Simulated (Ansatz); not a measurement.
The relaxed structure here is a generated cell of ZrO2: the first start was made by placing the elements on the sites of a structure type, and the end was not matched to a known phase here, so it may be hypothetical. Known forms of ZrO2 include space group No. 14, 137, 225.

One starting cell of ZrO2 (a generated trial cell of ZrO2 in the alpha-cristobalite structure type) was relaxed twice with Ansatz (plane waves, PAW, scalar-relativistic): with r2SCAN at 500 eV and with PBE at 420 eV. The r2SCAN result:

ZrO2 has the cubic space group Fd-3m, origin choice 1 (No. 227), Pearson symbol cF24. Lattice parameters: a = b = c = 9.0477 Å, α = β = γ = 90.00°. Zr on 8b is surrounded by 4 O at 1.959 Å (tetrahedral). O on 16d is coordinated by 2 Zr at 1.959 Å (linear). (Neighbours: up to the widest gap in distance over summed covalent radii, below 1.35, at either atom; cation-cation and far metal-metal contacts left out.)
(The calculation used a cell of 6 atoms; values per cell refer to that cell.)

```
quantity                          r2SCAN    PBE
--------------------------------  ------  -----
space group                        Fd-3m  Fd-3m
volume (Å³/atom)                   30.86  31.20
a (Å)                              9.048  9.081
gap (eV, no spin-orbit coupling)    5.28   4.70
```

Both levels end in the same structure; PBE's volume is 1.1 % larger; its gap is 0.58 eV smaller. Neither column is exact.

No spin polarisation in the result.

The run could not lose the symmetry of its start: the end is stationary, and may be a saddle point rather than a minimum.

Ansatz is a quantum-chemistry and plane-wave program.
